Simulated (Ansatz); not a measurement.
Values for one crystal, relaxed and computed with r²SCAN (plane waves, PAW; program Ansatz); other levels are named.

```yaml
volume_per_atom: 12.25 Å³
electronic_character: metallic (no gap)
Bulk modulus (Birch–Murnaghan fit): 194 GPa
Pressure derivative B′: 4.3
Density of states at the Fermi level: 0.31 states/eV per atom (mean over ±0.08 eV)
Formation energy from the elements (no fitted shifts): -0.21 eV/atom
```

**Question.** Which compound is it?
A) SrSi, Cmcm (Sr on 4c, Si on 4c)
B) FeSi2, P4/mmm (Fe on 1c, Si on 2g)
C) SiGe, P4/nmm (Ge on 2c, Si on 2a)
D) FeSb2, Pnnm (Fe on 2a, Sb on 4g)

**Answer.** B, FeSi2, P4/mmm (Fe on 1c, Si on 2g)

The workflow started from an entry of the Crystallography Open Database (COD), which files this formula under 2 space groups. Its standing as an ambient phase is unchecked. The cell was relaxed with r²SCAN under the symmetry of its start; whether a distortion lowers the energy is not shown. Spin order of the final state: ferromagnetic, the only order run, not a proven ground state. The cell computed holds one magnetic atom, so no antiferromagnetic order was within reach. Other orbital occupations within this spin state were not tried. The references are the lowest solids computed at this level, not always the standard phases.

Potentials: the later of the program's two PAW sets.
